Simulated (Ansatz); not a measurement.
Ca3Zr2S7:
```
CELL_PARAMETERS angstrom
     11.76704    -3.34022     0.00000
     11.76704     3.34022     0.00000
      0.00000     0.00000     7.14958
ATOMIC_POSITIONS crystal
  Ca 0.72925 0.27075 0.09628
  Ca 0.27075 0.72925 0.59628
  Ca 0.43919 0.93627 0.41449
  Ca 0.56081 0.06373 0.91449
  Ca 0.06373 0.56081 0.41449
  Ca 0.93627 0.43919 0.91449
  Zr 0.84876 0.35841 0.49442
  Zr 0.15124 0.64159 0.99442
  Zr 0.64159 0.15124 0.49442
  Zr 0.35841 0.84876 0.99442
  S  0.81448 0.93537 0.19818
  S  0.18552 0.06463 0.69818
  S  0.06463 0.18552 0.19818
  S  0.93537 0.81448 0.69818
  S  0.35716 0.49095 0.31394
  S  0.64284 0.50905 0.81394
  S  0.50905 0.64284 0.31394
  S  0.49095 0.35716 0.81394
  S  0.15576 0.43478 0.04048
  S  0.84424 0.56522 0.54048
  S  0.56522 0.84424 0.04048
  S  0.43478 0.15576 0.54048
  S  0.13203 0.86797 0.97229
  S  0.86797 0.13203 0.47229
```

Relaxed with PBE. Special points in fractions of this cell's reciprocal vectors: Γ (0.000, 0.000, 0.000); Y (0.500, 0.500, 0.000); F0 (0.270, 0.730, 0.000); Δ0 (-0.270, 0.270, 0.000); Z (0.000, 0.000, 0.500); B0 (-0.270, 0.270, 0.500); G0 (0.270, 0.730, 0.500); T (0.500, 0.500, 0.500); S (0.000, 0.500, 0.000); R (0.000, 0.500, 0.500).

Problem. List the band energies nearest the valence-band maximum at these points for PBE (plane waves, PAW; program Ansatz).

Solution. In eV from the valence-band maximum; about four levels below and three above (degenerate sets whole), none deeper than 8.9 eV; points with the same levels are listed once.

```csv
k,below,above
Γ,-0.40 -0.10 -0.03 0.00,1.42 1.49 1.83
Y,-0.33 -0.31 -0.17 -0.17,1.45 1.51 2.01 2.01
F0,-0.43 -0.40 -0.40 -0.08,1.96 2.08 2.25
Z,-0.37 -0.37 -0.21 -0.21,2.31 2.31 2.41 2.41
B0,-0.36 -0.36 -0.34 -0.34,1.88 1.88 2.11 2.11
T,-0.36 -0.36 -0.32 -0.32,2.18 2.18 2.42 2.42
S,-0.43 -0.43 -0.34 -0.11,1.99 2.10 2.25
R,-0.37 -0.37 -0.32 -0.32,1.88 1.88 2.10 2.10
```

Space group Cmc2_1. The start of the workflow was typed in or built on a structure type; neither database checked (COD, Materials Project) lists it. Whether it is the stable phase at ambient conditions was not checked. Symmetry was held in the PBE relaxation; its stability against distortions is not shown here. The run is not spin-polarised. Spin–orbit coupling is left out wherever it is not named.

Potentials: the later of the program's two PAW sets.
